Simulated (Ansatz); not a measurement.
ZnHg4Te5:
```xyz
10
Lattice="2.2902 1.3222 18.7514 -2.2902 1.3222 18.7514 0.0000 -2.6444 18.7514" Properties=species:S:1:pos:R:3 pbc="T T T"
Zn     0.0000     0.0000    33.7400
Hg     0.0000     0.0000    56.1418
Hg     0.0000     0.0000    22.4717
Hg     0.0000     0.0000    45.0611
Hg     0.0000     0.0000    11.4025
Te     0.0000     0.0000     2.7141
Te     0.0000     0.0000    25.3021
Te     0.0000     0.0000    47.8914
Te     0.0000     0.0000    14.2437
Te     0.0000     0.0000    36.3889
```

Relaxed with r²SCAN.

**Question.** Tabulate the valence density and the electron localisation function along the shortest Hg–Te contact (2.83 Å), DFT-r²SCAN in the program Ansatz with PAW potentials.

**Answer.** 

```csv
distance from Hg (Å),density (e/Å³),ELF
0.28,13.50,0.65
0.42,10.07,0.57
0.57,6.67,0.53
0.71,3.81,0.48
0.85,1.81,0.39
0.99,0.83,0.29
1.13,0.50,0.23
1.27,0.39,0.28
1.41,0.37,0.43
1.55,0.41,0.59
1.70,0.51,0.61
1.84,0.66,0.55
1.98,0.97,0.47
2.12,2.09,0.35
2.26,4.71,0.17
2.40,8.65,0.04
2.54,12.95,0.00
```

The density is the valence pseudo-density with augmentation charge, so density and ELF within about 1 Å of a nucleus are not all-electron values.

Space group R3m. The first step of the workflow began from a Materials Project structure, measured or hypothetical; the Crystallography Open Database copy checked does not list it. Whether it is the stable phase at ambient conditions was not checked. Symmetry was held in the r²SCAN relaxation; whether a distortion lowers the energy is not shown. Scalar-relativistic: spin–orbit coupling is off unless named, which matters more the heavier the elements.

Potentials: the later of the program's two PAW sets.
